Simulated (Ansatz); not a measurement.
**Computed properties of YSeO3**

YSeO₃:
```yaml
crystal:
  lattice:
    - [5.93901, 0.00000, 0.00000]
    - [0.00000, 12.26097, 0.00000]
    - [-2.45018, 0.00000, 8.57547]
  atoms:
    - { symbol: Y, position: [0.75922, 0.56240, 0.08306] }
    - { symbol: Y, position: [0.24078, 0.43760, 0.91694] }
    - { symbol: Y, position: [0.24078, 0.06240, 0.41694] }
    - { symbol: Y, position: [0.75922, 0.93760, 0.58306] }
    - { symbol: Y, position: [0.63902, 0.24410, 0.16048] }
    - { symbol: Y, position: [0.36098, 0.75590, 0.83952] }
    - { symbol: Y, position: [0.36098, 0.74410, 0.33952] }
    - { symbol: Y, position: [0.63902, 0.25590, 0.66048] }
    - { symbol: Se, position: [0.95340, 0.84108, 0.97965] }
    - { symbol: Se, position: [0.04660, 0.15892, 0.02035] }
    - { symbol: Se, position: [0.04660, 0.34108, 0.52035] }
    - { symbol: Se, position: [0.95340, 0.65892, 0.47965] }
    - { symbol: Se, position: [0.63520, 0.98718, 0.18109] }
    - { symbol: Se, position: [0.36480, 0.01282, 0.81891] }
    - { symbol: Se, position: [0.36480, 0.48718, 0.31891] }
    - { symbol: Se, position: [0.63520, 0.51282, 0.68109] }
    - { symbol: O, position: [0.02314, 0.18000, 0.20470] }
    - { symbol: O, position: [0.97686, 0.82000, 0.79530] }
    - { symbol: O, position: [0.97686, 0.68000, 0.29530] }
    - { symbol: O, position: [0.02314, 0.32000, 0.70470] }
    - { symbol: O, position: [0.86676, 0.98447, 0.35491] }
    - { symbol: O, position: [0.13324, 0.01553, 0.64509] }
    - { symbol: O, position: [0.13324, 0.48447, 0.14509] }
    - { symbol: O, position: [0.86676, 0.51553, 0.85491] }
    - { symbol: O, position: [0.78945, 0.27555, 0.42764] }
    - { symbol: O, position: [0.21055, 0.72445, 0.57236] }
    - { symbol: O, position: [0.21055, 0.77555, 0.07236] }
    - { symbol: O, position: [0.78945, 0.22445, 0.92764] }
    - { symbol: O, position: [0.74888, 0.75348, 0.48979] }
    - { symbol: O, position: [0.25112, 0.24652, 0.51021] }
    - { symbol: O, position: [0.25112, 0.25348, 0.01021] }
    - { symbol: O, position: [0.74888, 0.74652, 0.98979] }
    - { symbol: O, position: [0.59458, 0.40522, 0.08229] }
    - { symbol: O, position: [0.40542, 0.59478, 0.91771] }
    - { symbol: O, position: [0.40542, 0.90522, 0.41771] }
    - { symbol: O, position: [0.59458, 0.09478, 0.58229] }
    - { symbol: O, position: [0.55010, 0.59034, 0.27517] }
    - { symbol: O, position: [0.44990, 0.40966, 0.72483] }
    - { symbol: O, position: [0.44990, 0.09034, 0.22483] }
    - { symbol: O, position: [0.55010, 0.90966, 0.77517] }
```

Space group P2_1/c (No. 14); conventional cell a = 5.939 Å, b = 12.261 Å, c = 8.919 Å, α = γ = 90.00°, β = 105.95°.

Method: r²SCAN in the plane-wave PAW code Ansatz. The cell and atoms are relaxed at this level. Other levels are named where they apply.

Cell and energy:

```json
{
  "volume_per_atom": "15.61 Å³",
  "density": "4.59 g/cm³",
  "Formation energy from the elements (no fitted shifts)": "-2.26 eV/atom"
}
```

Electronic structure:

```json
{
 "band_gap": "2.17 eV (indirect)",
 "valence_band_maximum": "off the standard path, at k = (-0.083, 0.000, -0.479) in fractions of the reciprocal vectors",
 "conduction_band_minimum": "at E (k = 0.500, 0.500, 0.500 in fractions of the reciprocal vectors)",
 "smallest_direct_gap_on_the_standard_path": "2.30 eV"
}
```

The workflow started from a Materials Project entry (that database holds measured and hypothetical structures alike); the Crystallography Open Database copy checked does not list it. Its standing as an ambient phase is unchecked. The r²SCAN relaxation kept the symmetry of its start; whether a distortion lowers the energy is not shown. The run is not spin-polarised. The references are the lowest solids computed at this level, not always the standard phases (solids in place of the gases). Scalar-relativistic: spin–orbit coupling is off unless named, which matters more the heavier the elements.

Potentials: the later of the program's two PAW sets.
